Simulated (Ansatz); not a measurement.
BiClO:
```
BiClO
1.0
    3.88862     0.00000     0.00000
    0.00000     3.88862     0.00000
    0.00000     0.00000     7.42689
Bi Cl O
2 2 2
Direct
  0.00000   0.50000   0.83110
  0.50000   0.00000   0.16890
  0.50000   0.00000   0.65058
  0.00000   0.50000   0.34942
  0.00000   0.00000   0.00000
  0.50000   0.50000   0.00000
```

Relaxed with r²SCAN+D4.

### Question
Map the valence electron density (e/Å³), cut off at 2 on the plane through (0.000, 0.500, 0.831) spanned by u = [1, 0, 0] and v = [0, 0, 1] in lattice vectors, from plane-wave PAW r²SCAN+D4 (Ansatz code).

### Answer
x is the fraction of u, y of v (the angle between them is 90°; rows are the nearest grid lines); atoms in the plane: Bi at (0.00, 0.00), Cl at (0.00, 0.52), O at (0.50, 0.17).
```
|@@@@#:.      .:#@@@@|
|@@@@=:.      .:=@@@@|
|@@@*-.        .-*@@@|
|--:..          ..:--|
|...              ...|
|                    |
|                    |
|                    |
|-::.            .::-|
|*+=:.          .:=+*|
|#%%*-.        .-*%%#|
| :#%+:.      .:+%#: |
|-+%#=:.      .:=#%+-|
|%#*=:.        .:=*#%|
|::..            ..::|
|..                ..|
|       ......       |
|      .:-==-:.      |
|     .-%@@@@%-.     |
|.. ..:+@@@@@@+:.. ..|
|:::..:+@@@@@@+:..:::|
|@@@*-::-+##+-::-*@@@|
|@@@@=:.::::::.:=@@@@|
|@@@@#:.      .:#@@@@|
```
Scale: ten equal steps from 0.000 (start of ' ') to 2.00 (end of '@'), in the order ' .:-=+*#%@'; x runs from 0.000 to 1.00, y from 0.000 (bottom) to 1.00 (top).

The density is the valence pseudo-density with augmentation charge, so density and ELF within about 1 Å of a nucleus are not all-electron values.

Space group P4/nmm. The first step of the workflow began from a Materials Project structure, measured or hypothetical; the Crystallography Open Database files this formula in space group No. 129, but the cells were not matched. Whether it is the stable phase at ambient conditions was not checked. Symmetry was held in the r²SCAN+D4 relaxation; whether a distortion lowers the energy is not shown. Scalar-relativistic: spin–orbit coupling is off unless named, which matters more the heavier the elements.

Potentials: the later of the program's two PAW sets.
